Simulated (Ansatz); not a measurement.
Starting cell, InP (zinc blende):

```xyz
2
Lattice="0.0000 2.9798 2.9798 2.9798 0.0000 2.9798 2.9798 2.9798 0.0000" Properties=species:S:1:pos:R:3 pbc="T T T"
P      4.4696     4.4696     4.4696
In     0.0000     0.0000     0.0000
```

In each cell atom 1 (P, nearest neighbour In at 2.581 Å; its periodic images, 4.2 Å or more away, move with it) moves by s·(1.000, 0.000, 0.000) (along Cartesian x), the rest being held.

Calculation: PBE (plane waves to 420 eV, PAW, scalar-relativistic; Ansatz, a program for electronic structure). k mesh 8×8×8 (Γ-centred), Fermi-Dirac smearing 0.05 eV. E stands for the smeared free energy. Compression counts positive. InP was relaxed with its symmetry unable to fall. The zero of ΔE is the undisplaced structure.

**Question.** Estimate the ΔE (meV/cell) and P (GPa) for s (Å) = -0.156, -0.104, 0.104, 0.156, 0.208, 0.260.

**Answer.** 
```tsv
s (Å)	ΔE (meV/cell)	P (GPa)
-0.156	87.3	0.52
-0.104	39.0	0.23
0.104	39.0	0.23
0.156	87.3	0.52
0.208	154.1	0.92
0.260	238.5	1.44
```

(For displaced atoms, the force is minus the slope of the energy, and its curvature is a force constant, which sets phonon frequencies.)
